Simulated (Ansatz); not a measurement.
Electric field gradients in Be$_{3}$SbN

Theory: DFT PBE, scalar-relativistic, plane waves, PAW in Ansatz 0.2.0. Settings: 420 eV plane-wave cutoff, Γ-centred 10×10×10 mesh, Fermi-Dirac smearing of 0.15 eV. No spin polarisation.

Equilibrium structure at this level:
```
CELL_PARAMETERS angstrom
3.78824 0.00000 0.00000
0.00000 3.78824 0.00000
0.00000 0.00000 3.78824
ATOMIC_POSITIONS crystal
Be 0.00000 0.50000 0.50000
Be 0.50000 0.50000 0.00000
Be 0.50000 0.00000 0.50000
Sb 0.00000 0.00000 0.00000
N 0.50000 0.50000 0.50000
```

The cell was built by swapping an element in a database structure (itself possibly hypothetical) and relaxing; it need not be the stable form of this composition. In a metal these results depend on the k mesh and the smearing. A semilocal functional can close a gap that the real compound has. Spin–orbit coupling is left out, which matters for gradients at heavy nuclei.

Give V_zz (10²¹ V/m²) and the asymmetry η at each distinct site.

Results:

| atom | V_zz | η |
| --- | --- | --- |
| Be (atom 1) | -0.547 | 0.00 |
| Sb (atom 4) | 0.000 | zero by symmetry |
| N (atom 5) | 0.000 | zero by symmetry |